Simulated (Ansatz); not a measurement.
## LiTlS2 (ordering on zincblende): G0W0 against its settings

LiTlS2, ordered on the zincblende lattice (P-4m2) with 4 atoms a cell, relaxed with r2SCAN; one-shot G0W0 in Ansatz without spin-orbit coupling. These are computed values for a spin-unpolarised cell that may be hypothetical; none is a measurement.

```cif
data_structure
_symmetry_space_group_name_H-M 'P-4m2'
_symmetry_Int_Tables_number 115
_cell_length_a 4.0668
_cell_length_b 4.0668
_cell_length_c 5.7188
_cell_angle_alpha 90.000
_cell_angle_beta 90.000
_cell_angle_gamma 90.000
_cell_volume 94.58
loop_
_atom_site_label
_atom_site_type_symbol
_atom_site_symmetry_multiplicity
_atom_site_Wyckoff_symbol
_atom_site_fract_x
_atom_site_fract_y
_atom_site_fract_z
_atom_site_occupancy
Li1 Li 1 a 0.00000 0.00000 0.00000 1
S1 S 2 g 0.00000 0.50000 0.23090 1
Tl1 Tl 1 c 0.50000 0.50000 0.50000 1
```

Gaps are read over the mesh points alone. G0W0 here is at a finite number of bands, screening cutoff and k mesh, not at the basis limit.

| start | potentials | frequency model | mesh | empty bands | screening cutoff (eV) | Kohn-Sham gap (eV) | G0W0 gap (eV) | rough cost |
| --- | --- | --- | --- | --- | --- | --- | --- | --- |
| PBE | PAW | contour deformation | 4×4×2 | 153 | 80 | 0.92 | 1.62 | 60 core-seconds |
| PBE | PAW | contour deformation | 4×4×2 | 355 | 140 | 0.92 | 1.62 | 6 core-minutes |
| PBE | PAW | contour deformation | 4×4×2 | 653 | 210 | 0.92 | 1.61 | 28 core-minutes |
| HSE06 | PAW | contour deformation | 4×4×2 | 355 | 140 | 1.79 | 2.20 | 11 core-minutes |
| LDA | PAW | contour deformation | 4×4×2 | 355 | 140 | 0.74 | 1.49 | 6 core-minutes |
| r2SCAN | PAW | contour deformation | 4×4×2 | 355 | 140 | 1.20 | 1.89 | 6 core-minutes |
| PBE | PAW | Godby-Needs pole | 4×4×2 | 355 | 140 | 0.92 | 1.72 | 6 core-minutes |
| PBE | PAW | contour deformation | 6×6×4 | 153 | 80 | 0.93 | 1.73 | 8 core-minutes |
| PBE | norm-conserving | contour deformation | 4×4×2 | 355 | 140 | 0.91 | 1.66 | 11 core-minutes |

The quasiparticle gap on this mesh is 1.61 eV (direct at Γ), against 0.92 eV from PBE: +0.69 eV. Renormalisation factors Z lie between 0.66 and 0.75.

Raising bands and cutoff together moves the gap by 0.00 eV (80 to 140 eV), then -0.01 eV (140 to 210 eV); the last step is small, which bounds nothing strictly. Starting from HSE06 (1.79 eV against PBE's 0.92 eV) gives 2.20 eV, +0.58 eV from G0W0@PBE at the same screening cutoff. Starting from LDA (0.74 eV against PBE's 0.92 eV) gives 1.49 eV, -0.13 eV from G0W0@PBE at the same screening cutoff. Starting from r2SCAN (1.20 eV against PBE's 0.92 eV) gives 1.89 eV, +0.27 eV from G0W0@PBE at the same screening cutoff. The Godby-Needs plasmon pole differs from contour deformation by +0.10 eV. A 6×6×4 mesh in place of 4×4×2 changes the opening over PBE by +0.10 eV (the gap on the mesh by +0.11 eV). Norm-conserving potentials (wave cutoff 1034 eV against 420 eV) shift the quasiparticle gap by +0.04 eV and the PBE gap by -0.01 eV. r2SCAN runs take a wave cutoff of 500 eV.

With a shallow d shell on the cation, G0W0 converges slowly in bands and cutoff, so these values are in doubt.
